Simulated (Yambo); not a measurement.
```
CELL_PARAMETERS angstrom
      0.00000     4.11818     4.11818
      4.11818     0.00000     4.11818
      4.11818     4.11818     0.00000
ATOMIC_POSITIONS crystal
  O  0.76132 0.76132 0.23868
  O  0.23868 0.23868 0.76132
  O  0.23868 0.76132 0.76132
  O  0.76132 0.23868 0.23868
  O  0.76132 0.23868 0.76132
  O  0.23868 0.76132 0.23868
  Mg 0.50000 0.50000 0.50000
  Ba 0.75000 0.75000 0.75000
  Ba 0.25000 0.25000 0.25000
  W  0.00000 0.00000 0.00000
```

Ba₂MgWO₆ (space group Fm-3m, No. 225): G0W0@PBEsol in Yambo (2×2×2 Γ-centred k mesh, bands 3 to 214 and a 7 Ry block in the screening, 214 bands in G with the Bruneval-Gonze terminator, plasmon pole fitted at 27.2 eV) on wavefunctions from Quantum ESPRESSO. With the symmetry operations that carry no fractional translation, the mesh has 3 irreducible k points, and the gap Γ → X is 4.455 eV.

**Question.** What changes when point-group symmetry is switched off and time reversal alone is kept?

**Answer.** The mesh then has 8 irreducible points. The exact result doesn't change; the run gives 4.463 eV, and the difference is numerical residue, whose source wasn't traced. Rough time against the symmetric run: within a factor of two for the empty bands, about 2× for Yambo (3 states against 4).

Spin-orbit coupling is not included.

Geometry of the Materials Project entry, not relaxed at this level.
